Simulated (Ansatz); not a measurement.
## ZnGa$_{3}$ (Pm-3m): electronic heat capacity and spin susceptibility from the density of states

All numbers below come from DFT r2SCAN, scalar-relativistic, plane waves, PAW (Ansatz).

Cutoff 500 eV; k points 10×10×10 on the computed 4-atom cell (Γ-centred); Gaussian smearing, width 0.10 eV; no spin polarisation.

Relaxed cell: Pm-3m, a = 4.068 Å, b = 4.068 Å, c = 4.068 Å, α = 90.00°, β = 90.00°, γ = 90.00°, 4 atoms in the primitive cell. Whether it is the stable form of this composition wasn't checked.

The density of states at the Fermi level is 1.118 states/eV in the cell of 4 atoms (1 formula unit; both spins, tetrahedra on a 15×15×15 mesh).

Task: What Sommerfeld coefficient and Pauli susceptibility does this give?

Result: Per formula unit N(E_F) = 1.118 states/eV. γ = (π²/3) k_B² N(E_F) N_A = 2.357 mJ/(mol K²) per state/eV, so γ = 2.6 mJ/(mol K²), a mole of formula units. χ_P = μ_B² N(E_F) N_A = 3.23×10⁻⁵ emu/mol per state/eV gives 3.6×10⁻⁵ emu/mol. This is the bare band result: a measured γ of the same phase is as a rule larger by a factor 1 + λ from phonons and spin fluctuations, the spin part of χ is larger by the Stoner factor, and a measured χ also holds orbital and core terms. N(E_F) at one energy is sensitive to the mesh where the density of states has sharp peaks.